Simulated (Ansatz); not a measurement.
**Question.** Each is relaxed and computed with r²SCAN (plane waves, PAW; program Ansatz). Which is the only metal?
(A) HfC, CsCl type
(B) SiGeC2, P-4m2 (Si on 1a, C on 2g, Ge on 1c)
(C) SiB12C2, R-3m (B on 18h, B on 18h, C on 6c, Si on 3b)
(D) CaO, CsCl type

**Answer.** A, HfC, CsCl type. HfC: metal; SiGeC2: gap 1.80 eV (indirect); SiB12C2: gap 1.87 eV (indirect); CaO: gap 3.27 eV (indirect). Constructed cells (a structure type filled with these elements, in neither database checked): HfC, CsCl type. Typed or built starts, not in the databases checked: SiGeC2, P-4m2 (Si on 1a, C on 2g, Ge on 1c); SiB12C2, R-3m (B on 18h, B on 18h, C on 6c, Si on 3b). Not the usual ambient phase: HfC, CsCl type; CaO, CsCl type. Unstable at this level: HfC, CsCl type; CaO, CsCl type. All cells were relaxed under the symmetry of their starts (and spin orders); stability against distortions was not tested throughout. Rows with no word on spin ran without spin polarisation. Spin–orbit coupling is left out wherever it is not named.

Potentials: the earlier of the program's two PAW sets.
